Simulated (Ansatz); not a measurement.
Relaxed candidate structures of TiB2:

A. I4₁/amd, origin choice 1 (No. 141), tI12; a = 3.0863 Å, b = 3.0863 Å, c = 10.4859 Å, α = 90.00°, β = 90.00°, γ = 90.00°; B 8e (0.000, 0.000, 0.417); Ti 4a (0.000, 0.000, 0.000)

B. P4₁2₁2 (No. 92), tP12; a = 4.384 Å, b = 4.384 Å, c = 5.296 Å, α = 90.00°, β = 90.00°, γ = 90.00°; Ti 4a (0.618, 0.618, 0.000); B 8b (0.389, 0.136, 0.088)

C. I4/mmm (No. 139), tI6; a = b = 3.164 Å, c = 5.963 Å, α = β = γ = 90.00°; Ti 2a (0.000, 0.000, 0.000); B 4e (0.000, 0.000, 0.368)

Q: Put the candidates in order of energy per atom, lowest first, for PBEsol (plane waves to 420 eV, PAW, scalar-relativistic; Ansatz, a program for electronic structure).

A: A (reference), B (+0.39 eV/atom), C (+1.23 eV/atom)

The lowest structure calculated, P6/mmm, hP3, AFLOW prototype AB2_hP3_191_a_d (C32, as in AlB2), is not among these; it lies 0.02 eV/atom below the lowest of them. Each run could gain symmetry but not lose that of its start, so entries can be saddle points. All of these are generated cells (placed on structure types, drawn at random, substituted or restacked) that were not matched to a known phase here. Static energies at zero pressure. Each cell has its own k-point mesh; energy differences are given only to the digits this allows. No spin polarisation in the result.
